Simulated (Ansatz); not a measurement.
Relaxed candidate structures of CoP2:

A. P2₁/c (No. 14), mP12; a = 5.475 Å, b = 5.484 Å, c = 5.555 Å, α = 90.00°, β = 114.55°, γ = 90.00°; Co 4e (0.272, 0.001, 0.290); P 4e (0.843, 0.128, 0.129); P 4e (0.340, 0.370, 0.183)

B. R3m, hexagonal axes (No. 160), hR6; a = 5.5162 Å, b = 5.5162 Å, c = 9.4529 Å, α = 90.00°, β = 90.00°, γ = 120.00°; Co 3a (0.000, 0.000, 0.770); P 3a (0.000, 0.000, 0.541); Co 3a (0.000, 0.000, 0.131); P 9b (0.358, 0.179, 0.270)

C. Imma (No. 74), oI12; a = 5.1124 Å, b = 6.5370 Å, c = 4.5084 Å, α = 90.00°, β = 90.00°, γ = 90.00°; P 4e (0.000, 0.250, 0.361); Co 4d (0.250, 0.250, 0.750); P 4a (0.000, 0.000, 0.000)

Task: Put the candidates in order of energy per atom, lowest first, for PBEsol (plane waves to 420 eV, PAW, scalar-relativistic; Ansatz, an electronic-structure program).

Result: A (reference, the lowest among the structures calculated here), C (+0.48 eV/atom), B (+0.87 eV/atom)

Task: Which candidates are metallic at this level, and what gaps do the others have?

Result: No gap: B, C. A: 0.52 eV (no spin-orbit coupling).

Each run could gain symmetry but not lose that of its start, so entries can be saddle points. From databases, or of a type measured for this composition: P2₁/c, mP12; the others are generated cells (placed on structure types, drawn at random, substituted or restacked) that were not matched to a known phase here. Energies are at zero temperature and pressure, without zero-point motion. No spin polarisation in the result. A magnetic state may lie lower. Gaps of cells over 8 atoms come from the SCF mesh and high-symmetry points alone.
